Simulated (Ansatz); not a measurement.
BN:
```
BN
1.0
    4.39823     0.00000     0.00000
    0.00000     4.39823     0.00000
    0.00000     0.00000     2.53796
B N
4 4
Direct
  0.17413   0.82587   0.50000
  0.82587   0.17413   0.50000
  0.67413   0.67413   0.00000
  0.32587   0.32587   0.00000
  0.81239   0.81239   0.50000
  0.18761   0.18761   0.50000
  0.68761   0.31239   0.00000
  0.31239   0.68761   0.00000
```

Relaxed with PBEsol. Independent-particle spectrum: no excitons, no local fields, no scissors shift; 0.1 eV broadening; ε₁ of the summed bands alone.

Problem. Tabulate the dielectric function from PBEsol (plane waves, PAW; program Ansatz).

Solution. 

```tsv
E (eV)	ε₁ xx	ε₂ xx	ε₁ zz	ε₂ zz
0.0	4.58	0.00	4.34	0.00
0.5	4.59	0.00	4.35	0.00
1.0	4.61	0.00	4.36	0.00
1.5	4.64	0.00	4.39	0.00
2.0	4.69	0.00	4.43	0.00
2.5	4.76	0.00	4.49	0.00
3.0	4.84	0.00	4.55	0.00
3.5	4.95	0.00	4.64	0.00
4.0	5.08	0.00	4.74	0.00
4.5	5.25	0.00	4.87	0.00
5.0	5.45	0.00	5.03	0.00
5.5	5.71	0.00	5.22	0.00
6.0	6.04	0.01	5.47	0.00
6.5	6.46	0.02	5.78	0.00
7.0	7.06	0.07	6.21	0.01
7.5	7.80	0.16	6.93	0.10
8.0	9.00	0.42	7.38	0.62
8.5	10.75	0.99	8.39	0.68
9.0	14.36	3.37	9.64	2.69
9.5	12.00	14.04	8.03	4.43
10.0	8.08	12.08	9.68	4.42
10.5	3.28	12.37	8.58	6.31
11.0	2.68	9.50	9.17	5.50
11.5	2.60	10.60	13.90	12.40
12.0	-1.02	11.09	1.88	19.11
```

With all bands, ε∞ without local fields is 4.79 (xx = yy), 4.52 (zz). DFPT, with local fields, gives 4.63 (xx = yy), 4.38 (zz).

Space group P4_2/mnm. The workflow started from a Materials Project entry (that database holds measured and hypothetical structures alike); the Crystallography Open Database copy checked does not list it. It is not the phase usual at ambient conditions (space group No. 186, 194, 216). Symmetry was held in the PBEsol relaxation; its stability against distortions is not shown here.

Potentials: the earlier of the program's two PAW sets. The files were generated under PBE; for other functionals the program regenerates the frozen cores, and for LDA and PBEsol the local potential too.
